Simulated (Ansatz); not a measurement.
Relaxation of a generated cell, YSi2 placed in the AFLOW prototype A2B_oP12_62_2c_c (C37, as in Co2Si); 12 atoms in the cell, which starts as Pnma (No. 62), oP12; a = 5.9763 Å, b = 4.5424 Å, c = 8.6388 Å, α = β = γ = 90.00°. The numbers are results of r2SCAN (plane waves to 500 eV, PAW, scalar-relativistic; Ansatz, a first-principles code), not measurements. Γ-centred k-mesh 5×6×3 on the run's cell, Fermi–Dirac smearing 0.05 eV. This is the first round of the run. 

The optimiser's lines from the output (shortened; P is positive under compression):

```
relax step   1: F+E_penalty+E_count = -20551.37126152 eV  Δ(F+E_penalty+E_count) = +0.000e0 eV  max|allowed force component| = 7.889e-1 eV/Å  Δτ_max = 0.0000 Å  P = +2.918 GPa  Ω = 234.512 Å³  (8 SCF iters, dr2 threshold 1.00e-7 eV, accepted)
relax step   2: F+E_penalty+E_count = -20552.78755060 eV  Δ(F+E_penalty+E_count) = -1.416e0 eV  max|allowed force component| = 6.629e-1 eV/Å  Δτ_max = 0.1428 Å  P = -0.552 GPa  Ω = 241.031 Å³  (7 SCF iters, dr2 threshold 1.20e-6 eV, accepted)
relax step   3: F+E_penalty+E_count = -20554.14791577 eV  Δ(F+E_penalty+E_count) = -1.360e0 eV  max|allowed force component| = 6.126e-1 eV/Å  Δτ_max = 0.1524 Å  P = -1.663 GPa  Ω = 242.469 Å³  (6 SCF iters, dr2 threshold 1.20e-6 eV, accepted)
relax step   4: F+E_penalty+E_count = -20555.57727739 eV  Δ(F+E_penalty+E_count) = -1.429e0 eV  max|allowed force component| = 6.057e-1 eV/Å  Δτ_max = 0.1516 Å  P = -1.436 GPa  Ω = 241.192 Å³  (6 SCF iters, dr2 threshold 1.20e-6 eV, accepted)
relax step   5: F+E_penalty+E_count = -20556.72192225 eV  Δ(F+E_penalty+E_count) = -1.145e0 eV  max|allowed force component| = 9.360e-1 eV/Å  Δτ_max = 0.1771 Å  P = +0.940 GPa  Ω = 238.397 Å³  (6 SCF iters, dr2 threshold 1.20e-6 eV, accepted)
relax step   6: F+E_penalty+E_count = -20557.09349520 eV  Δ(F+E_penalty+E_count) = -3.716e-1 eV  max|allowed force component| = 5.631e-1 eV/Å  Δτ_max = 0.2000 Å  P = +2.197 GPa  Ω = 240.655 Å³  (7 SCF iters, dr2 threshold 1.20e-6 eV, accepted)
relax step   7: F+E_penalty+E_count = -20557.11397341 eV  Δ(F+E_penalty+E_count) = -2.048e-2 eV  max|allowed force component| = 2.572e-1 eV/Å  Δτ_max = 0.0842 Å  P = +1.232 GPa  Ω = 246.535 Å³  (7 SCF iters, dr2 threshold 1.20e-6 eV, accepted)
relax step   8: F+E_penalty+E_count = -20557.28579828 eV  Δ(F+E_penalty+E_count) = -1.718e-1 eV  max|allowed force component| = 1.552e-1 eV/Å  Δτ_max = 0.0625 Å  P = +0.834 GPa  Ω = 244.679 Å³  (6 SCF iters, dr2 threshold 1.20e-6 eV, accepted)
relax step   9: F+E_penalty+E_count = -20557.30612019 eV  Δ(F+E_penalty+E_count) = -2.032e-2 eV  max|allowed force component| = 4.083e-2 eV/Å  Δτ_max = 0.0536 Å  P = -0.183 GPa  Ω = 248.670 Å³  (6 SCF iters, dr2 threshold 1.20e-6 eV, accepted)
relax step  10: F+E_penalty+E_count = -20557.30921280 eV  Δ(F+E_penalty+E_count) = -3.093e-3 eV  max|allowed force component| = 1.591e-2 eV/Å  Δτ_max = 0.0299 Å  P = -0.001 GPa  Ω = 247.844 Å³  (6 SCF iters, dr2 threshold 1.04e-7 eV, accepted)
relax step  11: F+E_penalty+E_count = -20557.30952458 eV  Δ(F+E_penalty+E_count) = -3.118e-4 eV  max|allowed force component| = 1.077e-2 eV/Å  Δτ_max = 0.0062 Å  P = -0.022 GPa  Ω = 247.875 Å³  (6 SCF iters, dr2 threshold 4.85e-8 eV, accepted)
relax step  12: F+E_penalty+E_count = -20557.30962069 eV  Δ(F+E_penalty+E_count) = -9.610e-5 eV  max|allowed force component| = 1.189e-3 eV/Å  Δτ_max = 0.0021 Å  P = +0.002 GPa  Ω = 247.756 Å³  (5 SCF iters, dr2 threshold 9.29e-9 eV, accepted)
relax step  13: F+E_penalty+E_count = -20557.32040947 eV  Δ(F+E_penalty+E_count) = -1.079e-2 eV  max|allowed force component| = 1.015e-3 eV/Å  Δτ_max = 0.0000 Å  P = +0.032 GPa  Ω = 247.756 Å³  stress off target by 8.98e-2 GPa  SCF on the basis re-selected at this cell (its energy is not comparable with the rows above)  (7 SCF iters)
relax step  14: F+E_penalty+E_count = -20557.32043175 eV  Δ(F+E_penalty+E_count) = -2.228e-5 eV  max|allowed force component| = 7.616e-4 eV/Å  Δτ_max = 0.0007 Å  P = -0.004 GPa  Ω = 247.907 Å³  (5 SCF iters, dr2 threshold 2.01e-8 eV, accepted)
relax step  15: F+E_penalty+E_count = -20557.32044837 eV  Δ(F+E_penalty+E_count) = -1.663e-5 eV  max|allowed force component| = 7.660e-4 eV/Å  Δτ_max = 0.0000 Å  P = -0.004 GPa  Ω = 247.907 Å³  stress off target by 1.94e-2 GPa  SCF on the basis re-selected at this cell (its energy is not comparable with the rows above)  (5 SCF iters)
```

From the first to the last row the energy changes by -0.50 eV/atom and the volume by +5.7 %. The last row is marked as not comparable with the walk above it, whose basis was carried along; it does compare with step 1, since both stand on a basis selected at the nominal cutoff for their own cell.

Later rounds, restarted from the end of this one on a renewed k-mesh, logged 15 more steps and released under 0.01 eV/atom more. The final structure after all rounds: Pnma (No. 62), oP12; a = 6.2136 Å, b = 3.8306 Å, c = 10.4540 Å, α = 90.00°, β = 90.00°, γ = 90.00°. Between re-selections the logged energies stand on a plane-wave basis carried along with the cell. No spin polarisation in the result.

The run could not lose the symmetry of its start, so the end can be a saddle point.

The relaxed structure here is a generated cell of YSi2: the first start was made by placing the elements on the sites of a structure type, and the end was not matched to a known phase here, so it may be hypothetical.
